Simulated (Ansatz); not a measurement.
As in space group Cmce (No. 64; As on 8f) at seven volumes, LDA (plane waves, PAW; program Ansatz), shape and atoms relaxed at each. One row is withheld.

| V (Å³/atom) | P (GPa) |
|---|---|
| 19.211 | 4.83 |
| 19.844 | 2.81 |
| 20.478 | 1.24 |
| 21.111 | 0.00 |
| 21.744 | -0.96 |
| 22.378 | -1.65 |
| 23.011 | ? |

Task: Fit the shown pressures and predict the withheld one.

Result: Third-order Birch–Murnaghan: P = (3/2)B₀(x^(7/2) − x^(5/2))[1 + (3/4)(B′ − 4)(x − 1)] with x = (V₀/V)^(2/3). Least squares on the six rows gives V₀ = 21.112 Å³/atom, B₀ = 35.86 GPa, B′ = 7.75. At V = 23.011, x = 0.9442 and P = -2.19 GPa. The run itself gave -2.13 GPa.

The workflow started from a Materials Project entry (that database holds measured and hypothetical structures alike); the Crystallography Open Database files this formula in space group No. 64, but the cells were not matched. It is not the phase usual at ambient conditions (space group No. 166). The cell was relaxed with LDA under the symmetry of its start; whether a distortion lowers the energy is not shown. A crystal of weakly bound layers computed without a dispersion correction: the cell and the soft elastic constants depend strongly on that.

Potentials: the later of the program's two PAW sets.
